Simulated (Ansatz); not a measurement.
**What DFT gives for Ir**

```
CELL_PARAMETERS angstrom
1.42375 2.46602 0.00000
-1.42375 2.46602 0.00000
0.00000 0.00000 4.50532
ATOMIC_POSITIONS crystal
Ir 0.33333 0.33333 0.25000
Ir 0.66667 0.66667 0.75000
```

Method: r2SCAN, no spin polarisation; PAW, plane waves to 500 eV, 13×13×8 Γ-centred mesh, gaussian occupations (width 0.0345 eV) (Ansatz 0.2.0), atoms fixed.

(1) What do density and ELF say about some of the short contacts?

(2) What happens at the Fermi level?

(3) Is the cell too large or too small?

Origin: a known structure type with other elements, at an estimated volume, so it need not be a known compound. Caveats: many states at the Fermi level without spin polarisation, so a magnetic state may lie lower; atoms or cell far from equilibrium.

Answers

(1) Ir–Ir at 2.79 Å: least valence density 0.40 e/Å³ and ELF 0.38 there. These are pseudo-fields; inside the PAW spheres they differ from the all-electron ones.

(2) It is a metal, with about 2.8 states/eV a cell as the mean within 0.25 eV of the Fermi level, mostly Ir d (97 %).

(3) The pressure is -29.3 GPa (compression positive), so with the atoms held at these fractions the cell would first shrink. The principal stresses -30.7, -30.7, -26.5 GPa differ, so its shape would change too.
